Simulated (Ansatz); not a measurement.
Two inputs for MgS with Ga replacing Mg

Cell: a supercell of MgS (rock salt type, Fm-3m) built from a COD entry, with all atoms left at the host's positions.

```cif
data_Mg26GaS27
_symmetry_space_group_name_H-M 'Fm-3m'
_symmetry_Int_Tables_number 225
_cell_length_a 15.6099
_cell_length_b 15.6099
_cell_length_c 15.6099
_cell_angle_alpha 90.000
_cell_angle_beta 90.000
_cell_angle_gamma 90.000
loop_
_atom_site_label
_atom_site_type_symbol
_atom_site_symmetry_multiplicity
_atom_site_Wyckoff_symbol
_atom_site_fract_x
_atom_site_fract_y
_atom_site_fract_z
Ga Ga 4 a 0.0000 0.0000 0.0000
Mg2 Mg 48 h 0.1667 0.1667 0.0000
Mg5 Mg 32 f 0.3333 0.1667 0.1667
Mg15 Mg 24 e 0.5000 0.5000 0.3333
S28 S 32 f 0.1667 0.1667 0.1667
S30 S 24 e 0.5000 0.5000 0.1667
S32 S 48 i 0.5000 0.3333 0.3333
S41 S 4 b 0.5000 0.5000 0.5000
```

One atom of each set is listed; the run and its k-mesh use a cell of 54 atoms with edges of 11.04, 11.04, 11.04 Å.

Reference run. Method: Kohn–Sham DFT in Ansatz, PBE, plane waves and PAW, scalar-relativistic, 420 eV cutoff, Γ-centred 2×2×2 k-points, Fermi–Dirac smearing 0.01 eV, cell charge +1.

Question: The input is changed as follows: `kpoints.mp_grid.grid`: [2, 2, 2] → [1, 1, 1]; `scf.max_iter`: not typed → 75. What happens to V_zz (10²¹ V/m²) and η?

Answer: 

| site | V_zz reference | η reference | V_zz changed | η changed |
| --- | --- | --- | --- | --- |
| Ga | 0.00 | – | 0.00 | – |
| Mg2 | -0.14 | 0.08 | -0.17 | 0.13 |
| Mg15 | 0.30 | 0.00 | 0.39 | 0.00 |
| S28 | 0.45 | 0.00 | 0.39 | 0.00 |
| S30 | 6.60 | 0.00 | 6.66 | 0.00 |
| S32 | 0.86 | 0.02 | 0.60 | 0.12 |

The largest change of V_zz is on S32, from 0.86 to 0.60. In per cent, |V_zz| changes by -30 to +1 on S (all sites that start above 0.5). Other sites with |V_zz| of 0.02 or less aren't listed. SCF iterations: 8 and 8. The changed input holds the Γ point alone as its k-mesh, so its numbers aren't properties of the crystal.

On the reference run: The defect repeats with the cell of 54 atoms, so it feels its images: sites between two images don't show the values beside a lone defect, and zeros or small values of η there can come from the images' arrangement. A uniform background compensates the cell's charge. With a gap of 0.9 eV on this mesh, small gradients can still move by 0.1 × 10²¹ V/m² or more as the k-mesh gets denser. The neighbours have not yet relaxed around the defect (largest force 0.81 eV/Å), so a real crystal will differ.
